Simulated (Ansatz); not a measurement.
**Rb: stiffness from a series of strains**

```xyz
1
Lattice="-2.8060 2.8060 2.8060 2.8060 -2.8060 2.8060 2.8060 2.8060 -2.8060" Properties=species:S:1:pos:R:3 pbc="T T T"
Rb    0.0000    0.0000    0.0000
```

The cell is a measured one (Crystallography Open Database entry 9012874); the temperature and pressure of the measurement aren't taken into account, and nothing was relaxed.

Computed with DFT, PBEsol, all-electron LAPW, scalar-relativistic in Ansatz 0.2.0.

The runs use a Γ-centred 8×8×8 k mesh, Fermi–Dirac smearing of 0.05 eV, basis error target 1 meV/atom, no spin polarisation.

The strain is applied along the Cartesian axes of the cell as listed (γ is the engineering shear, twice εxy = εyz = εzx). Fractional coordinates are held (clamped ions).

σ is the change of stress from the unstrained cell, which is at -0.06 GPa; tension is positive, so slopes are stress–strain coefficients at that pressure. In a metal the k mesh adds noise.

Only quantities that a quadratic follows smoothly over the whole series are listed; rougher ones are left out.

```tsv
γ	σxy (GPa)
-0.0200	-0.02
-0.0100	-0.01
0.0000	0.00
0.0200	0.02
```

Question: Fit the series and read off the stiffness at zero strain.

Answer: Least-squares fits y = p0 + p1 x + p2 x² to the rows give σxy (GPa): p1 = 1, p2 = 1.6e-14. So C44 (clamped ions) = 1 GPa.

Question: One run, at γ = 0.0100, is withheld. Predict its row.

Answer: The fits give 0.01; the run gave 0.01.
